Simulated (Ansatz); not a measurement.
Relaxed-ion elastic tensor of Zr (hcp (Mg type), P6_3/mmc) in GPa (Voigt order), DFT-r²SCAN in the program Ansatz with PAW potentials; density 6.44 g/cm³, 23.51 Å³ per atom.

|  | 1 | 2 | 3 | 4 | 5 | 6 |
|---|---|---|---|---|---|---|
| 1 | 146 | 71.0 | 62.8 | 0.0 | 0.0 | 0.0 |
| 2 | 71.0 | 146 | 62.8 | 0.0 | 0.0 | 0.0 |
| 3 | 62.8 | 62.8 | 169 | 0.0 | 0.0 | 0.0 |
| 4 | 0.0 | 0.0 | 0.0 | 31.5 | 0.0 | 0.0 |
| 5 | 0.0 | 0.0 | 0.0 | 0.0 | 31.5 | 0.0 |
| 6 | 0.0 | 0.0 | 0.0 | 0.0 | 0.0 | 37.5 |

Question: Is the crystal mechanically stable?

Answer: Yes: the smallest eigenvalue of C is 31.5 GPa.

Question: Work out the Voigt, Reuss and Hill averages.

Answer: K_V = 94.9, K_R = 94.8, K_H = 94.8; G_V = 37.7, G_R = 36.6, G_H = 37.1 GPa.

Question: Give Young's modulus, Poisson's ratio, Pugh's ratio and the universal anisotropy index.

Answer: E = 9KG/(3K + G) = 98.6 GPa; ν = 0.33; K/G = 2.55 (ductile by the Pugh limit of 1.75); A_U = 5G_V/G_R + K_V/K_R − 6 = 0.16.

Question: Estimate the sound speeds and the Debye temperature.

Answer: v_l = √((K + 4G/3)/ρ) = 4730 m/s, v_t = √(G/ρ) = 2400 m/s, mean 2690 m/s; Θ = (h/k)(3n/4πV)^(1/3) v_m = 280 K.

Question: Solve the Christoffel equation for the three sound speeds along x, y, z.

Answer: Eigenvalues of C_ijkl n_j n_l equal ρv². In km/s, slowest first: x 2.21, 2.41, 4.76; y 2.21, 2.41, 4.76; z 2.21, 2.21, 5.12.

Question: How much does each axis shrink under pressure?

Answer: Linear compressibilities β_i = Σ_j S_ij (j = 1 to 3): x 3.7, y 3.7, z 3.2 per TPa.

The cell was relaxed with r²SCAN under the symmetry of its start; of distortions, only those at the zone centre were tested. The run is not spin-polarised. As this level gives no gap, shear constants depend on the k-mesh and smearing (Fermi–Dirac, 0.1 eV here).

Potentials: the later of the program's two PAW sets.
